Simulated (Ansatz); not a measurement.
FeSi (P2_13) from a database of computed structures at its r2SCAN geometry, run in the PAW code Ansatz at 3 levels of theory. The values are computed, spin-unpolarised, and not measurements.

The LDA input:
```yaml
crystal:
  lattice:
    - [4.403051895, 0.0, 0.0]
    - [0.0, 4.403051895, 0.0]
    - [0.0, 0.0, 4.403051895]
  atoms:
    - { symbol: Fe, position: [0.8633399905, 0.6366600095, 0.3633399905] }
    - { symbol: Fe, position: [0.6366600095, 0.3633399905, 0.8633399905] }
    - { symbol: Fe, position: [0.3633399905, 0.8633399905, 0.6366600095] }
    - { symbol: Fe, position: [0.1366600095, 0.1366600095, 0.1366600095] }
    - { symbol: Si, position: [0.1588681659, 0.3411318341, 0.6588681659] }
    - { symbol: Si, position: [0.3411318341, 0.6588681659, 0.1588681659] }
    - { symbol: Si, position: [0.6588681659, 0.1588681659, 0.3411318341] }
    - { symbol: Si, position: [0.8411318341, 0.8411318341, 0.8411318341] }
kpoints:
  mp_grid: { grid: [6, 6, 6] }
  band_path:
    path:
      - [0.0, 0.0, 0.0]
      - [0.0, 0.5, 0.0]
      - [0.5, 0.5, 0.0]
      - [0.5, 0.5, 0.5]
      - [0.5, 0.0, 0.0]
      - [-0.078125, -0.088542, 0.291667]
      - [0.0, 0.328125, 0.208333]
      - [0.0, 0.1666666667, 0.3333333333]
    npoints: 1
hamiltonian:
  xc: lda
scf:
  occupations: { method: fixed }
  n_extra_bands: 6
output:
  forces: true
  stress: true
  eigenvalues: true
```

Main results, then, where recorded, the levels near the gap in eV from the Fermi energy (columns number the bands from 0), one row a point of the path (Γ, X, M, R, X₁, (-0.078, -0.089, 0.292), (0, 0.328, 0.208), (0, 1/6, 1/3)):
```
Crystal: 8 atoms, lattice volume = 85.361 Å³
Symmetry: 12 space group operations
Space group: P213 (ITA 198)
```
```
Basis set: ecut = 420 eV, 1743 PW (Γ)
Bands: 46, of which v1, the nominal top of the filled ones, is band 40 counted from 1 (39 counted from 0)
k-points: 24 of 216 (time reversal used)
Free energy (F): -20119.975668 eV
Fermi energy:    16.954400 eV
--- Forces (eV/Å), atoms counted from 1 ---
  atom   1  Fe      0.04453    -0.04453      0.04453
  atom   2  Fe    -0.04453      0.04453      0.04453
  atom   3  Fe      0.04453      0.04453    -0.04453
  atom   4  Fe    -0.04453    -0.04453    -0.04453
  atom   5  Si      0.05194    -0.05194      0.05194
  atom   6  Si    -0.05194      0.05194      0.05194
  atom   7  Si      0.05194      0.05194    -0.05194
  atom   8  Si    -0.05194    -0.05194    -0.05194
--- Stress (GPa, compression-positive) ---
       -5.858490       0.000000       0.000000
        0.000000      -5.858490       0.000000
        0.000000       0.000000      -5.858490
  P = ⅓ Tr σ = -5.8585 GPa (-58.585 kbar)
```
```tsv
band_36	band_37	band_38	band_39	band_40	band_41	band_42
-0.274	-0.274	-0.031	-0.031	0.682	0.682	0.682
-0.385	-0.385	-0.007	-0.007	0.186	0.186	1.787
-1.056	-1.056	-0.361	-0.361	0.652	0.652	1.344
-0.677	-0.677	-0.677	-0.677	0.482	0.482	0.482
-0.385	-0.385	-0.007	-0.007	0.186	0.186	1.787
-0.499	-0.309	-0.116	0.012	0.231	0.472	1.468
-0.595	-0.522	-0.161	-0.041	0.131	0.451	1.623
-0.569	-0.436	-0.118	-0.003	0.150	0.447	1.544
```

LDA gives an indirect gap of 0.12 eV, from k = (-0.078, -0.089, 0.292) to k = (0, 0.328, 0.208); the least direct gap is 0.15 eV at k = (0, 1/6, 1/3).

r2SCAN. Against the first input these blocks differ (the band path and keys that only write files left aside):
```yaml
hamiltonian:
  xc: r2scan
```

```
Basis set: ecut = 500 eV, 2109 PW (Γ)
Bands: 46, of which v1, the nominal top of the filled ones, is band 40 counted from 1 (39 counted from 0)
k-points: 24 of 216 (time reversal used)
Free energy (F): -20502.025097 eV
Fermi energy:    17.148909 eV
--- Forces (eV/Å), atoms counted from 1 ---
  atom   1  Fe    -0.00040      0.00040    -0.00040
  atom   2  Fe      0.00040    -0.00040    -0.00040
  atom   3  Fe    -0.00040    -0.00040      0.00040
  atom   4  Fe      0.00040      0.00040      0.00040
  atom   5  Si    -0.00038      0.00038    -0.00038
  atom   6  Si      0.00038    -0.00038    -0.00038
  atom   7  Si    -0.00038    -0.00038      0.00038
  atom   8  Si      0.00038      0.00038      0.00038
--- Stress (GPa, compression-positive) ---
       -0.016525       0.000000       0.000000
        0.000000      -0.016525       0.000000
        0.000000       0.000000      -0.016525
  P = ⅓ Tr σ = -0.0165 GPa (-0.165 kbar)
```
```tsv
band_36	band_37	band_38	band_39	band_40	band_41	band_42
-0.384	-0.384	-0.120	-0.120	0.855	0.855	0.855
-0.491	-0.491	-0.051	-0.051	0.378	0.378	1.968
-1.116	-1.116	-0.450	-0.450	0.816	0.816	1.565
-0.800	-0.800	-0.800	-0.800	0.733	0.733	0.733
-0.491	-0.491	-0.051	-0.051	0.378	0.378	1.968
-0.618	-0.373	-0.182	-0.016	0.370	0.692	1.643
-0.702	-0.576	-0.239	-0.103	0.339	0.675	1.834
-0.675	-0.490	-0.199	-0.054	0.337	0.668	1.730
```

r2SCAN gives an indirect gap of 0.34 eV, from Γ–X (0.67 of the way from Γ) to k = (0, 1/3, 1/6); the least direct gap is 0.36 eV at Γ–X (0.67 of the way from Γ). The mean stress is close to zero (-0.02 GPa).

r2SCANh. Against the first input these blocks differ (the band path and keys that only write files left aside):
```yaml
kpoints:
  mp_grid: { grid: [4, 4, 4] }
hamiltonian:
  xc: r2scanh
```

```
Basis set: ecut = 500 eV, 2109 PW (Γ)
Bands: 46, of which v1, the nominal top of the filled ones, is band 40 counted from 1 (39 counted from 0)
k-points: 11 of 64 (time reversal used)
hybrid outer 1: dexx = +4.617e-2 eV, tail = 7.81e-5 eV
hybrid outer 2: dexx = +1.483e-5 eV, tail = 1.66e-8 eV, Δε = 2.02e-3 eV, ΔF = 2.01e-3 eV/Å
Free energy (F): -20496.508518 eV
Fermi energy:    16.707184 eV
--- Forces (eV/Å), atoms counted from 1 ---
  atom   1  Fe      0.04203    -0.04203      0.04203
  atom   2  Fe    -0.04203      0.04203      0.04203
  atom   3  Fe      0.04203      0.04203    -0.04203
  atom   4  Fe    -0.04203    -0.04203    -0.04203
  atom   5  Si      0.00970    -0.00970      0.00970
  atom   6  Si    -0.00970      0.00970      0.00970
  atom   7  Si      0.00970      0.00970    -0.00970
  atom   8  Si    -0.00970    -0.00970    -0.00970
--- Stress (GPa, compression-positive) ---
       -3.826699       0.000000       0.000000
        0.000000      -3.826699       0.000000
        0.000000       0.000000      -3.826699
  P = ⅓ Tr σ = -3.8267 GPa (-38.267 kbar)
```
```tsv
band_36	band_37	band_38	band_39	band_40	band_41	band_42
-0.472	-0.472	-0.263	-0.263	1.629	1.629	1.629
-0.649	-0.649	-0.130	-0.130	1.203	1.203	2.731
-1.149	-1.149	-0.560	-0.560	1.604	1.604	2.351
-0.826	-0.826	-0.826	-0.826	1.578	1.578	1.578
-0.649	-0.649	-0.130	-0.130	1.203	1.203	2.731
-0.784	-0.492	-0.289	-0.016	1.159	1.515	2.415
-0.852	-0.669	-0.350	-0.120	1.143	1.506	2.638
-0.826	-0.596	-0.308	-0.076	1.141	1.494	2.514
```

With r2SCANh the valence top lies at Γ–X (0.50 of the way from Γ) and the conduction bottom at k = (0, 1/6, 1/3), 1.14 eV higher; the smallest vertical gap, at k = (-0.078, -0.089, 0.292), is 1.18 eV. The mean pressure at these positions is -3.8 GPa, compression counted positive. The stress of a hybrid is loosely converged here.

The hybrids run on coarser meshes, which limits their stresses and small splittings of levels.

Totals of different functionals can't be compared.

The meshes of the hybrids are coarse, so their gaps aren't converged to the digits shown.
